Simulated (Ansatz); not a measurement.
In plane-wave PAW r²SCAN (Ansatz code), ScAl$_{3}$N$_{4}$ in the hexagonal phase (P-6m2; Pearson symbol hP8) relaxes to a = 3.436 Å, c = 8.382 Å. Al on 1a has 5 nearest neighbours from 1.98 Å (trigonal bipyramidal); N on 1e has 5 nearest neighbours from 1.98 Å (trigonal bipyramidal). Its formation energy from the elements is -1.54 eV/atom, with no fitted shifts.

It is gapped at this level: 3.07 eV (indirect). The valence maximum lies at Γ and the conduction minimum at H (4 equivalent valleys). HSE06 on the same cell gives 3.93 eV. The hole mass is 0.26, 0.92, 0.92 mₑ (principal values).

The bulk modulus is 202 GPa. The relaxed-ion elastic constants in GPa are C11 = 302, C12 = 180, C13 = 131, C33 = 337, C44 = 190. The elastic constants imply a Debye temperature near 832 K. Bader charges are Al +2.49 to +2.51, N -2.50 to -2.02, Sc +1.87 e.

The start of the workflow was typed in or built on a structure type; neither database checked (COD, Materials Project) lists it. Its standing as an ambient phase is unchecked. The cell was relaxed with r²SCAN under the symmetry of its start; its stability against distortions is not shown here. No spin polarisation was allowed. The references are the lowest solids computed at this level, not always the standard phases (solids in place of the gases).

Potentials: the earlier of the program's two PAW sets.
